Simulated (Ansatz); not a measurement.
# Two states of ReTeO

```
Re O Te
1.0
     3.95335    0.00000    0.00000
     0.00000    3.30760    0.00000
     0.00000    0.00000    8.55554
Re O Te
2 2 2
Direct
  0.25000 0.25000 0.10200
  0.75000 0.75000 0.89800
  0.25000 0.75000 0.96500
  0.75000 0.25000 0.03500
  0.25000 0.75000 0.32000
  0.75000 0.25000 0.68000
```

Level: r2SCAN; 500 eV; 5×5×2 Γ-centred mesh; fermi-dirac occupations (width 0.1194 eV); Ansatz 0.2.0, fixed geometry.

State A: Re1 along (0.00, 0.00, 1.00), Re2 along (0.00, 0.00, -1.00) (spinors with spin-orbit coupling). State B: Re1 along (1.00, 0.00, 0.00), Re2 along (1.00, 0.00, 0.00) (spinors with spin-orbit coupling).

Task: Compare the two self-consistent states.

Result: They are level within 1 meV an atom.

| state | free energy (meV/atom) | largest moment in a small sphere (μB) | net moment (μB/cell) | gap on mesh (eV) | pressure (GPa) | largest force (eV/Å) |
| --- | --- | --- | --- | --- | --- | --- |
| A | 0.0 | 0.90 | 0.00 | metal | 22.2 | 3.22 |
| B | 1.0 | 0.84 | 2.59 | metal | 21.8 | 3.15 |

Origin: a known structure type with other elements, at an estimated volume, so it need not be a known compound. Caveats: the k mesh is coarse if the cell is a metal; atoms or cell far from equilibrium.
